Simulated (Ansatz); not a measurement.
The slice is one period of a {111} plane through atoms; its size isn't given.

All values below come from PBEsol (plane waves to 420 eV, PAW, scalar-relativistic; Ansatz, a program for electronic structure). Inside the PAW spheres the values are not all-electron values, and peaks at nuclei hang on which shells count as valence.

```
|999999887755332211001122335577889999|
|999988776644331100000011334466778899|
|888877775544221100000011224455777788|
|777766554433110000000000113344556677|
|555555443322110000000000112233445555|
|333333222211000000000000001122223333|
|222222111100000000000000000011112222|
|111100000000000011111100000000000011|
|000000000011112222222222111100000000|
|000000001122223333333333222211000000|
|000000112233445555555555443322110000|
|000000113344556677777766554433110000|
|000011224455777788888877775544221100|
|000011334466778899999988776644331100|
|001122335577889999999999887755332211|
|001122335577889999999999887755332211|
|001122335577889999999999887755332211|
|000011334466778899999988776644331100|
|000011224455777788888877775544221100|
|000000113344556677777766554433110000|
|000000112233445555555555443322110000|
|000000001122223333333333222211000000|
|000000000011112222222222111100000000|
|111100000000000011111100000000000011|
|222222111100000000000000000011112222|
|333333222211000000000000001122223333|
|555555443322110000000000112233445555|
|777766554433110000000000113344556677|
|888877775544221100000011224455777788|
|999988776644331100000011334466778899|
|999999887755332211001122335577889999|
|999999887755332211001122335577889999|
```
Scale: ten equal steps from -0.70 (start of '0') to 1.18 (end of '9'), in the order '0123456789'. Values: log₁₀ of the valence density in e/Å³. The map has 18 points along u (two characters each, u = 0 at the left) and 32 along v (v = 0 in the bottom row). The scale is logarithmic, as a density can span decades between atoms and voids.

```
|xxxxxx@@%%**==..      ..==**%%@@xxxx|
|xxxxxx@@%%++--..      ..--++%%@@xxxx|
|xxxx@@%%**==::..      ..::==**%%@@xx|
|%%%%%%##++--..          ..--++##%%%%|
|##****++--::..          ..::--++****|
|====--::....              ....::--==|
|::::....                      ....::|
|                                    |
|            ....::::::....          |
|        ....::--======--::....      |
|      ..::--++****##****++--::..    |
|      ..--++##%%%%%%%%%%##++--..    |
|    ..::==**%%@@xxxxxx@@%%**==::..  |
|    ..--++%%@@xxxxxxxxxx@@%%++--..  |
|    ..==**%%@@xxxxxxxxxx@@%%**==..  |
|    ..==**%%xxxxxxxxxxxxxx%%**==..  |
|    ..==**%%@@xxxxxxxxxx@@%%**==..  |
|    ..--++%%@@xxxxxxxxxx@@%%++--..  |
|    ..::==**%%@@xxxxxx@@%%**==::..  |
|      ..--++##%%%%%%%%%%##++--..    |
|      ..::--++****##****++--::..    |
|        ....::--======--::....      |
|            ....::::::....          |
|                                    |
|::::....                      ....::|
|====--::....              ....::--==|
|##****++--::..          ..::--++****|
|%%%%%%##++--..          ..--++##%%%%|
|xxxx@@%%**==::..      ..::==**%%@@xx|
|xxxxxx@@%%++--..      ..--++%%@@xxxx|
|xxxxxx@@%%**==..      ..==**%%@@xxxx|
|xxxxxxxx%%**==..      ..==**%%xxxxxx|
```
Scale: ten equal steps from 0.19 (start of ' ') to 0.59 (end of '@'), in the order ' .:-=+*#%@'. Values: electron localisation function (ELF). The map has 18 points along u (two characters each, u = 0 at the left) and 32 along v (v = 0 in the bottom row). Points within 0.5 Å of a nucleus are blanked (x), as the pseudised field means little there.

Q: Which relaxed crystal do these maps come from?
(A) Ni (fcc, Cu type)
(B) Pt (fcc, Cu type)
(C) Au (fcc, Cu type)

A: C, Au (fcc, Cu type). Atoms on the slice: Au at (0.00, 0.00); Au at (0.50, 0.50)

All were relaxed with their symmetry unable to fall. Pt is run without spin polarisation. Relaxed Ni ends ferromagnetic. Spin-orbit coupling is left out. Other magnetic orders were not checked, so this need not be the ground state. (This holds for the magnetic or f-shell members.)
